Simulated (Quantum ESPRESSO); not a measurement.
# Al3MgSAs3: finding a planted mistake in a log

Computed values, not a measurement. The program is pw.x of Quantum ESPRESSO 7.5 (plane-wave density functional theory). The cell is made up: 8 atoms on a zincblende/diamond lattice, with randomly drawn elements, strain and displacements, not relaxed. PseudoDojo standard norm-conserving files (v0.5 for PBE, v0.4.1 for LDA and PBEsol) set the functional; there is no spin polarisation, spin-orbit coupling or dispersion term, and the masses in the input are unused placeholders.

Intended input:

```
&control calculation='scf', pseudo_dir='./dojo.nc.sr.pbe.v0_5.standard.upf', outdir='./o', disk_io='medium', tprnfor=.true., tstress=.true. /
&system ibrav=0, nat=8, ntyp=4, nbnd=41, ecutwfc=84.00895049, nosym=.true., tot_charge=0,
 occupations='smearing', smearing='fd', degauss=0.0018374661
/
&electrons conv_thr=7.350e-09, electron_maxstep=60, /
ATOMIC_SPECIES
Al 1.0 Al.upf
As 1.0 As.upf
Mg 1.0 Mg.upf
S 1.0 S.upf
CELL_PARAMETERS angstrom
5.7079 0.0022 -0.0038
0.0022 5.6268 -0.0616
-0.0038 -0.0616 5.7413
ATOMIC_POSITIONS angstrom
Al -0.0026 0.002 -0.063
Al 0.0477 2.8001 2.8601
Al 2.8311 -0.0516 2.8732
Mg 2.8537 2.8308 -0.054
S 1.4013 1.3857 1.445
As 1.3882 4.2097 4.2536
As 4.2764 1.3705 4.2834
As 4.3163 4.2416 1.3593
K_POINTS automatic
4 4 4 1 1 1
```

The log is shortened where brackets say so; the opening notice, blank lines, dates and the lines on written files are dropped, and the path of the files is cut. It prints rydbergs, bohrs and kilobars, and counts compression as positive stress. Where no state is partly filled, the Fermi energy that it prints is only some level between the filled and the empty states on the mesh, and need not lie in the true gap.

Log of the intended run:

```
     Program PWSCF v.7.5
     Parallel version (MPI & OpenMP), running on       1 processor cores
     Number of MPI processes:                 1
     Threads/MPI process:                     1
     [start-up lines left out]
     bravais-lattice index     =            0
     lattice parameter (alat)  =      10.7864  a.u.
     unit-cell volume          =    1244.2092 (a.u.)^3
     number of atoms/cell      =            8
     number of atomic types    =            4
     number of electrons       =        70.00
     number of Kohn-Sham states=           41
     kinetic-energy cutoff     =      84.0090  Ry
     charge density cutoff     =     336.0358  Ry
     scf convergence threshold =      7.3E-09
     mixing beta               =       0.7000
     number of iterations used =            8  plain     mixing
     Exchange-correlation= PBE
                           (   1   4   3   4   0   0   0)
     [axes and pseudopotential details left out]
   Cartesian axes
     site n.     atom                  positions (alat units)
         1        Al     tau(   1) = (  -0.0004555   0.0003504  -0.0110373  )
         2        Al     tau(   2) = (   0.0083568   0.4905656   0.5010773  )
         3        Al     tau(   3) = (   0.4959966  -0.0090401   0.5033724  )
         4        Mg     tau(   4) = (   0.4999561   0.4959441  -0.0094606  )
         5        S      tau(   5) = (   0.2455018   0.2427687   0.2531578  )
         6        As     tau(   6) = (   0.2432067   0.7375215   0.7452126  )
         7        As     tau(   7) = (   0.7492070   0.2401057   0.7504334  )
         8        As     tau(   8) = (   0.7561973   0.7431102   0.2381436  )
     number of k points=    32  Fermi-Dirac smearing, width (Ry)=  0.0018
                       cart. coord. in units 2pi/alat
        k(    1) = (   0.1250344   0.1281292   0.1257303), wk =   0.0625000
        k(    2) = (   0.1251988   0.1308505   0.3743053), wk =   0.0625000
     [further k points left out]
     Dense  grid:   129409 G-vectors     FFT dimensions: (  64,  64,  64)
     Estimated max dynamical RAM per process >     173.62 MB
     Initial potential from superposition of free atoms
     starting charge      69.9911, renormalised to      70.0000
     Starting wfcs are   48 randomized atomic wfcs
     total cpu time spent up to now is       14.7 secs
     per-process dynamical memory:    98.1 Mb
     Self-consistent Calculation
     iteration #  1     ecut=    84.01 Ry     beta= 0.70
     Davidson diagonalization with overlap
     ethr =  1.00E-02,  avg # of iterations =  4.3
     Threshold (ethr) on eigenvalues was too large:
     Diagonalizing with lowered threshold
     Davidson diagonalization with overlap
     ethr =  4.94E-04,  avg # of iterations =  2.0
     total cpu time spent up to now is       92.2 secs
     total energy              =    -791.36579818 Ry
     estimated scf accuracy    <       0.34323002 Ry
     iteration #  2     ecut=    84.01 Ry     beta= 0.70
     Davidson diagonalization with overlap
     ethr =  4.90E-04,  avg # of iterations =  4.6
     total cpu time spent up to now is      128.4 secs
     total energy              =    -791.43544175 Ry
     estimated scf accuracy    <       0.05261696 Ry
     [iterations 3 to 8 left out]
     iteration #  9     ecut=    84.01 Ry     beta= 0.70
     Davidson diagonalization with overlap
     ethr =  2.03E-10,  avg # of iterations =  3.7
     total cpu time spent up to now is      379.1 secs
     total energy              =    -791.44709213 Ry
     estimated scf accuracy    <       0.00000001 Ry
     iteration # 10     ecut=    84.01 Ry     beta= 0.70
     Davidson diagonalization with overlap
     ethr =  2.10E-11,  avg # of iterations =  2.2
     total cpu time spent up to now is      417.7 secs
     End of self-consistent calculation
     [lines on levels left out]
     the Fermi energy is     6.5526 ev
!    total energy              =    -791.44709213 Ry
     estimated scf accuracy    <          4.4E-09 Ry
     smearing contrib. (-TS)   =      -0.00000000 Ry
     internal energy E=F+TS    =    -791.44709213 Ry
     The total energy is F=E-TS. E is the sum of the following terms:
     one-electron contribution =    -538.76718654 Ry
     hartree contribution      =     291.27375098 Ry
     xc contribution           =    -171.27779673 Ry
     ewald contribution        =    -372.67585984 Ry
     convergence has been achieved in  10 iterations
     Forces acting on atoms (cartesian axes, Ry/au):
     atom    1 type  1   force =    -0.02043994    0.01212709    0.02021909
     atom    2 type  1   force =    -0.03331060   -0.00615482   -0.01316413
     atom    3 type  1   force =     0.01118765    0.00412279   -0.00354001
     atom    4 type  3   force =    -0.01470366   -0.00315835    0.01570416
     atom    5 type  4   force =    -0.00343283   -0.01089236    0.00595969
     atom    6 type  2   force =     0.02014446    0.00593982   -0.01608284
     atom    7 type  2   force =     0.02270475   -0.00790006   -0.02786758
     atom    8 type  2   force =     0.01785016    0.00591590    0.01877164
     Total force =     0.076473     Total SCF correction =     0.000183
     Computing stress (Cartesian axis) and pressure
          total   stress  (Ry/bohr**3)                   (kbar)     P=       14.51
   0.00008993  -0.00003465   0.00000243           13.23       -5.10        0.36
  -0.00003465   0.00013669   0.00014554           -5.10       20.11       21.41
   0.00000243   0.00014554   0.00006933            0.36       21.41       10.20
     init_run     :     13.75s CPU     14.51s WALL (       1 calls)
     electrons    :    385.94s CPU    403.04s WALL (       1 calls)
     forces       :      6.00s CPU      6.06s WALL (       1 calls)
     stress       :     25.48s CPU     25.63s WALL (       1 calls)
     [timing details left out]
     PWSCF        :   7m11.43s CPU   7m29.76s WALL
     JOB DONE.
```

A second run was made from an input with one planted mistake. Its log:

```
     Program PWSCF v.7.5
     Parallel version (MPI & OpenMP), running on       1 processor cores
     Number of MPI processes:                 1
     Threads/MPI process:                     1
     [start-up lines left out]
     bravais-lattice index     =            0
     lattice parameter (alat)  =      10.7864  a.u.
     unit-cell volume          =    1244.2092 (a.u.)^3
     number of atoms/cell      =            8
     number of atomic types    =            4
     number of electrons       =        71.00
     number of Kohn-Sham states=           42
     kinetic-energy cutoff     =      84.0090  Ry
     charge density cutoff     =     336.0358  Ry
     scf convergence threshold =      7.3E-09
     mixing beta               =       0.7000
     number of iterations used =            8  plain     mixing
     Exchange-correlation= PBE
                           (   1   4   3   4   0   0   0)
     [axes and pseudopotential details left out]
   Cartesian axes
     site n.     atom                  positions (alat units)
         1        Al     tau(   1) = (  -0.0004555   0.0003504  -0.0110373  )
         2        Al     tau(   2) = (   0.0083568   0.4905656   0.5010773  )
         3        Al     tau(   3) = (   0.4959966  -0.0090401   0.5033724  )
         4        Mg     tau(   4) = (   0.4999561   0.4959441  -0.0094606  )
         5        S      tau(   5) = (   0.2455018   0.2427687   0.2531578  )
         6        As     tau(   6) = (   0.2432067   0.7375215   0.7452126  )
         7        As     tau(   7) = (   0.7492070   0.2401057   0.7504334  )
         8        As     tau(   8) = (   0.7561973   0.7431102   0.2381436  )
     number of k points=    32  Fermi-Dirac smearing, width (Ry)=  0.0018
                       cart. coord. in units 2pi/alat
        k(    1) = (   0.1250344   0.1281292   0.1257303), wk =   0.0625000
        k(    2) = (   0.1251988   0.1308505   0.3743053), wk =   0.0625000
     [further k points left out]
     Dense  grid:   129409 G-vectors     FFT dimensions: (  64,  64,  64)
     Estimated max dynamical RAM per process >     174.87 MB
     Initial potential from superposition of free atoms
     starting charge      69.9911, renormalised to      71.0000
     Starting wfcs are   48 randomized atomic wfcs
     total cpu time spent up to now is       14.2 secs
     per-process dynamical memory:    98.3 Mb
     Self-consistent Calculation
     iteration #  1     ecut=    84.01 Ry     beta= 0.70
     Davidson diagonalization with overlap
     ethr =  1.00E-02,  avg # of iterations =  3.9
     Threshold (ethr) on eigenvalues was too large:
     Diagonalizing with lowered threshold
     Davidson diagonalization with overlap
     ethr =  3.62E-04,  avg # of iterations =  5.1
     total cpu time spent up to now is       79.5 secs
     total energy              =    -790.82696686 Ry
     estimated scf accuracy    <       0.26201296 Ry
     iteration #  2     ecut=    84.01 Ry     beta= 0.70
     Davidson diagonalization with overlap
     ethr =  3.69E-04,  avg # of iterations =  3.9
     total cpu time spent up to now is      111.5 secs
     total energy              =    -790.86114945 Ry
     estimated scf accuracy    <       0.06625027 Ry
     [iterations 3 to 8 left out]
     iteration #  9     ecut=    84.01 Ry     beta= 0.70
     Davidson diagonalization with overlap
     ethr =  2.07E-10,  avg # of iterations =  2.0
     total cpu time spent up to now is      333.5 secs
     total energy              =    -790.88115269 Ry
     estimated scf accuracy    <       0.00000002 Ry
     iteration # 10     ecut=    84.01 Ry     beta= 0.70
     Davidson diagonalization with overlap
     ethr =  3.03E-11,  avg # of iterations =  3.2
     total cpu time spent up to now is      364.5 secs
     End of self-consistent calculation
     [lines on levels left out]
     the Fermi energy is     7.9975 ev
!    total energy              =    -790.88115270 Ry
     estimated scf accuracy    <          3.1E-09 Ry
     smearing contrib. (-TS)   =      -0.00004396 Ry
     internal energy E=F+TS    =    -790.88110874 Ry
     The total energy is F=E-TS. E is the sum of the following terms:
     one-electron contribution =    -537.08415828 Ry
     hartree contribution      =     290.79866441 Ry
     xc contribution           =    -171.91975503 Ry
     ewald contribution        =    -372.67585984 Ry
     convergence has been achieved in  10 iterations
     Forces acting on atoms (cartesian axes, Ry/au):
     atom    1 type  1   force =    -0.01324766    0.01711357    0.02073951
     atom    2 type  1   force =    -0.02526317   -0.00879557   -0.01674066
     atom    3 type  1   force =     0.00581675    0.00832433   -0.00771100
     atom    4 type  3   force =    -0.01988094   -0.00621377    0.01799358
     atom    5 type  4   force =    -0.00269133   -0.00950396    0.00462327
     atom    6 type  2   force =     0.01637484    0.00461267   -0.01388953
     atom    7 type  2   force =     0.02145231   -0.01110439   -0.02698202
     atom    8 type  2   force =     0.01743919    0.00556711    0.02196685
     Total force =     0.074465     Total SCF correction =     0.000309
     Computing stress (Cartesian axis) and pressure
          total   stress  (Ry/bohr**3)                   (kbar)     P=      108.79
   0.00073124  -0.00005296   0.00001580          107.57       -7.79        2.32
  -0.00005296   0.00077447   0.00015629           -7.79      113.93       22.99
   0.00001580   0.00015629   0.00071292            2.32       22.99      104.87
     init_run     :     13.15s CPU     14.02s WALL (       1 calls)
     electrons    :    330.92s CPU    350.41s WALL (       1 calls)
     forces       :      5.84s CPU      6.00s WALL (       1 calls)
     stress       :     20.66s CPU     21.00s WALL (       1 calls)
     [timing details left out]
     PWSCF        :   6m10.86s CPU   6m32.32s WALL
     JOB DONE.
```

Question: what was wrong in the second input?

Answer: the cell has the wrong charge. The input lines that differ, file-writing options aside:

```
- &system ibrav=0, nat=8, ntyp=4, nbnd=41, ecutwfc=84.00895049, nosym=.true., tot_charge=0,
+ &system ibrav=0, nat=8, ntyp=4, nbnd=42, ecutwfc=84.00895049, nosym=.true., tot_charge=-1,
```

```
                                            intended run  run with the mistake
                          free energy (eV)    -10768.186            -10760.486
                    smearing term -TS (eV)        0.0000               -0.0006
                            pressure (GPa)          1.45                 10.88
            largest force component (eV/Å)         0.857                 0.694
largest change of a force component (eV/Å)                               0.207
                                iterations            10                    10
```

For scale, a rerun of the intended cell at 1437 eV and a 6 x 6 x 6 mesh moved values by no more than 0.006 eV in energy, 0.02 GPa in stress and 0.004 eV/Å in force. The charged cell sits in a uniform background, so its energy and stress rest on the program's zero of potential. The number of bands, nbnd, was set by rule from the electron count and the smearing, so it follows the mistake.